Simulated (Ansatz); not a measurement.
Relaxed-ion elastic tensor of Bi2Pt in space group P-3m1 (No. 164; Bi on 2d, Pt on 1a) in GPa (Voigt order), PBEsol (plane waves, PAW; program Ansatz); density 12.93 g/cm³, 26.24 Å³ per atom.

```
 66.3   37.9   51.1   10.9    0.0    0.0
 37.9   66.3   51.1  -10.9    0.0    0.0
 51.1   51.1   75.4    0.0    0.0    0.0
 10.9  -10.9    0.0   24.6    0.0    0.0
  0.0    0.0    0.0    0.0   24.6   10.9
  0.0    0.0    0.0    0.0   10.9   14.2
```

Task: Is the crystal mechanically stable?

Result: Yes: the smallest eigenvalue of C is 7.3 GPa.

Task: Work out the Voigt, Reuss and Hill averages.

Result: K_V = 54.2, K_R = 52.1, K_H = 53.1; G_V = 17.2, G_R = 10.9, G_H = 14.0 GPa.

Task: Give Young's modulus, Poisson's ratio, Pugh's ratio and the universal anisotropy index.

Result: E = 9KG/(3K + G) = 38.7 GPa; ν = 0.38; K/G = 3.78 (ductile by the Pugh limit of 1.75); A_U = 5G_V/G_R + K_V/K_R − 6 = 2.95.

Task: Estimate the sound speeds and the Debye temperature.

Result: v_l = √((K + 4G/3)/ρ) = 2360 m/s, v_t = √(G/ρ) = 1040 m/s, mean 1180 m/s; Θ = (h/k)(3n/4πV)^(1/3) v_m = 118 K.

Task: How much does each axis shrink under pressure?

Result: Linear compressibilities β_i = Σ_j S_ij (j = 1 to 3): x 9.2, y 9.2, z 0.77 per TPa.

The workflow started from a Materials Project entry (that database holds measured and hypothetical structures alike); the Crystallography Open Database copy checked does not list it. COD files the formula under space group No. 205. Whether it is the stable phase at ambient conditions was not checked. The cell was relaxed with PBEsol under the symmetry of its start; its stability against distortions is not shown here. No spin polarisation was allowed. As this level gives no gap, shear constants depend on the k-mesh and smearing (Fermi–Dirac, 0.1 eV here). Scalar-relativistic: spin–orbit coupling is off unless named, which matters more the heavier the elements.

Potentials: the later of the program's two PAW sets.
